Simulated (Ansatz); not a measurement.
MgO (rock salt) is sheared across one {100} plane: the third cell vector gains the shift, so faults repeat every 6.3 Å. The cut lies between planes 2.10 Å apart; the cell height is held.

```
MgO
1.0
    2.97295     0.00000     0.00000
    0.00000     2.97295     0.00000
    1.48647     1.48647     6.30657
O Mg
3 3
Direct
  0.00000   0.00000   0.83333
  0.33333   0.33333   0.16667
  0.66667   0.66667   0.50000
  0.50000   0.50000   0.83333
  0.83333   0.83333   0.16667
  0.16667   0.16667   0.50000
```

In-plane vectors a = (2.973, 0.000) Å, b = (0.000, 2.973) Å, area 8.84 Å². The shift is s times the vector a (length 2.973 Å), so s = 1 restores the start. The shift is rigid: no atom relaxes. γ = [E(shift) − E(0)] / area.

The numbers are results of r2SCAN (plane waves to 500 eV, PAW, scalar-relativistic; Ansatz, a program for electronic structure), not measurements. k mesh 10×10×10 (Γ-centred), Fermi-Dirac smearing 0.05 eV. Energies are extrapolated to zero smearing. Faults lie only 6.3 Å apart, and holding the cell height and the atoms raises γ above its relaxed value. MgO was relaxed with its symmetry unable to fall. γ is measured from zero shift.

| s | γ (mJ/m²) |
|---|---|
| 0.000 | 0 |
| 0.083 | 210 |
| 0.167 | 801 |
| 0.250 | withheld |
| 0.333 | 2543 |
| 0.417 | 3232 |
| 0.500 | 3491 |
| 0.583 | 3232 |
| 0.667 | 2543 |
| 0.750 | withheld |
| 0.833 | 801 |
| 0.917 | 210 |

Question: Fit a Fourier form (three harmonics of 1 − cos and sin) to the given rows and predict γ at s = 0.750.

Answer: Least squares on the 10 given rows: γ = (1744.5)·[1 − cos(2πs)] + (-49.1)·[1 − cos(4πs)], in mJ/m²; root-mean-square residual 1.4 mJ/m². At 0.750 the fit gives 1646 mJ/m²; the calculation gives 1647 mJ/m², so the interpolation is off by -1 (-0.1 %). 

(The slope of γ gives the shear force per area between the displaced halves; near zero shift its curvature is an elastic stiffness.)
